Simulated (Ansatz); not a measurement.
Phases of Be at 470 GPa

Structure types of Be are relaxed in primitive cells with their symmetry kept at 470 GPa, first on PAW files, then by LAPW. The enthalpy is E + pV at zero temperature, without zero-point motion. Only the types listed were tried, and differences under about 5 meV/atom are mesh noise. The real phase may be another.

All numbers are PBEsol results (scalar-relativistic) from Ansatz 0.2.0, with Fermi–Dirac smearing of 0.05 eV, no spin polarisation. Methods: LAPW: all electrons, basis error target 0.5 meV/atom; PAW: frozen-core files, cutoff 420 eV.

k meshes: fcc 28×28×28, bcc 29×29×29, hcp 26×26×14, simple hexagonal 27×27×25, diamond 21×21×21, omega 14×14×19.

The PAW files were made under PBE.

| start type | ends as | a, b, c (Å) | V (Å³/atom) | H − H(lowest), LAPW (meV/atom) |
| --- | --- | --- | --- | --- |
| fcc | fcc, Fm-3m | 2.344, 2.344, 2.344 | 3.22 | ? |
| bcc | bcc, Im-3m | 1.858, 1.858, 1.858 | 3.21 | 0.0 |
| hcp | hcp, P6_3/mmc | 1.665, 1.665, 2.694 | 3.23 | 10.7 |
| simple hexagonal | simple hexagonal, P6/mmm | 1.605, 1.605, 1.477 | 3.30 | 1426.4 |
| diamond | diamond, Fd-3m | 3.166, 3.166, 3.166 | 3.97 | 6378.3 |
| omega | omega, P6/mmm | 2.659, 2.659, 1.583 | 3.23 | ? |

**Question.** What belongs in the row "omega", column "H − H(lowest), LAPW (meV/atom)"?

**Answer.** 236.0.

**Question.** Give the missing entry: row "fcc", column "H − H(lowest), LAPW (meV/atom)".

**Answer.** 26.1.

**Question.** Split the lead of bcc over hcp into energy and pV.

**Answer.** For hcp less bcc: ΔE = -59.4 meV/atom, and p·ΔV = 470 GPa × +0.0239 Å³ × 6.242 meV/(GPa·Å³) = +70.1 meV/atom, together 10.7 meV/atom. bcc wins by its smaller volume, against the internal energy.
